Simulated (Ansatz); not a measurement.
Ga:
```
CELL_PARAMETERS angstrom
      3.76885    -2.25584     0.00000
      3.76885     2.25584     0.00000
      0.00000     0.00000     4.50354
ATOMIC_POSITIONS crystal
  Ga 0.99130 0.33385 0.25000
  Ga 0.00870 0.66615 0.75000
  Ga 0.33385 0.99130 0.75000
  Ga 0.66615 0.00870 0.25000
```

Relaxed with LDA. Special points in fractions of this cell's reciprocal vectors: Γ (0.000, 0.000, 0.000); Y (0.500, 0.500, 0.000); F0 (0.340, 0.660, 0.000); Δ0 (-0.340, 0.340, 0.000); Z (0.000, 0.000, 0.500); B0 (-0.340, 0.340, 0.500); G0 (0.340, 0.660, 0.500); T (0.500, 0.500, 0.500); S (0.000, 0.500, 0.000); R (0.000, 0.500, 0.500).

Problem. List the band energies nearest the Fermi level at these points for LDA (plane waves, PAW; program Ansatz).

Solution. In eV from the Fermi level; about four levels below and three above (degenerate sets whole), none deeper than 8.9 eV; points with the same levels are listed once.

| k | below | above |
|---|---|---|
| Γ | -3.47 -2.28 -1.91 -0.99 | 1.05 1.17 2.65 |
| Y | -4.22 -2.79 -1.91 -1.89 | 0.38 1.19 3.57 |
| F0 | -1.22 -1.05 -0.59 -0.17 | 0.26 3.23 3.32 |
| Z | -0.52 -0.52 -0.02 -0.02 | 0.13 0.13 3.06 3.06 |
| B0 | -6.48 -6.48 -3.37 -3.37 | 4.41 4.41 5.45 5.45 |
| T | -5.68 -5.68 -2.01 -2.01 | 0.29 0.29 7.03 7.03 |
| S | -1.35 -0.45 -0.33 -0.15 | 3.69 4.61 5.90 |
| R | -6.27 -6.27 -1.51 -1.51 | 0.97 0.97 6.97 6.97 |

Space group Cmcm. The first step of the workflow began from a Materials Project structure, measured or hypothetical; the Crystallography Open Database files this formula in space group No. 63, but the cells were not matched. It is not the phase usual at ambient conditions (space group No. 64). The LDA relaxation kept the symmetry of its start; of distortions, only those at the zone centre were tested. Spin–orbit coupling is left out wherever it is not named.

Potentials: the earlier of the program's two PAW sets.
